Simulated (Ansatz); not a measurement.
CsB3H3: reading a single point

```xyz
14
Lattice="0.0000 4.7995 4.7995 4.7995 0.0000 4.7995 4.7995 4.7995 0.0000" Properties=species:S:1:pos:R:3 pbc="T T T"
Cs    2.3997    2.3997    2.3997
Cs    7.1992    7.1992    7.1992
H     2.3373    4.7995    4.7995
H     4.7995    2.3373    4.7995
H     7.2616    4.7995    4.7995
H     4.7995    7.2616    4.7995
H     4.7995    4.7995    2.3373
H     4.7995    4.7995    7.2616
B     1.2229    4.7995    4.7995
B     4.7995    1.2229    4.7995
B     8.3761    4.7995    4.7995
B     4.7995    8.3761    4.7995
B     4.7995    4.7995    1.2229
B     4.7995    4.7995    8.3761
```

Single point in Ansatz 0.2.0 with m-r2SCAN, no spin polarisation. Cutoff 500 eV, PAW datasets, 5×5×5 Γ-centred k mesh, fermi-dirac filling (width 0.1 eV).

How is the charge shared?

Bader charges in e: Cs +0.86, B +0.47, H -0.75. In the mean Cs gives up most and H takes most.

Which atom feels the largest force, and which way?

The largest is on B13 (and as large on other atoms): 2.58 eV/Å, components (0.00, 0.00, -2.58). It makes 180° with the line to a nearest neighbour, H7 at 1.11 Å, pointing away from it.

Is there a gap, and of what kind?

The gap is 4.46 eV, indirect (the least direct gap found is 4.59 eV).

What does the stress say?

The pressure is 3.6 GPa (compression positive), so with the atoms held at these fractions the cell would first expand; the forces are large, so a full relaxation may end otherwise.

Is it stable against the elements?

-0.32 eV an atom against the elements' usual phases (free molecules for gases, crystals otherwise, with no correction for O₂ or N₂), so it is bound against them; other compounds may still compete. Relaxing would lower it.

Origin: a database entry at a rescaled volume. Caveats: forces this large suggest misplaced atoms in the database entry; atoms or cell far from equilibrium; m-r2SCAN is r2SCAN with a changed spin dependence that lowers moments.
